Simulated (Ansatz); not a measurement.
Ca$_{2}$H$_{3}$Br in space group P-3m1 (No. 164; Ca on 2d, H on 2d, H on 1a, Br on 1b), the program Ansatz at the r²SCAN level (PAW). The conduction-band minimum lies on the H–A line, 48 % of the way from H, with 6 equivalent valleys. Second derivatives d²E/dk² of the lowest band at one valley (eV·Å²), along Cartesian directions:

```
direction  d²E/dk²
---------  -------
[100]        9.344
[010]        10.78
[001]        13.57
[110]        11.31
[101]        9.458
[011]        13.33
```

Task: Find the principal effective masses, the density-of-states mass and the conductivity mass.

Result: Off-diagonal terms follow from H_xy = H[110] − (H_xx + H_yy)/2, and m*/mₑ = 7.620 eV·Å² over each eigenvalue: 0.53, 0.66, 0.99. One valley's DOS mass (m₁m₂m₃)^(1/3) = 0.70, conductivity mass 3/(Σ 1/mᵢ) = 0.68 mₑ.

Task: What effective density of states Nc follows at 300 K for parabolic valleys?

Result: Nc = 2.509e19 × 6 × (0.70)^(3/2) ≈ 8.8e19 cm⁻³.

The first step of the workflow began from a Materials Project structure, measured or hypothetical; the Crystallography Open Database copy checked does not list it. Whether it is the stable phase at ambient conditions was not checked. Symmetry was held in the r²SCAN relaxation; its stability against distortions is not shown here. Scalar-relativistic: spin–orbit coupling is off unless named, which matters more the heavier the elements.

Potentials: the later of the program's two PAW sets.

Edges and masses are those of Kohn–Sham bands, whose gap is no quasiparticle gap.
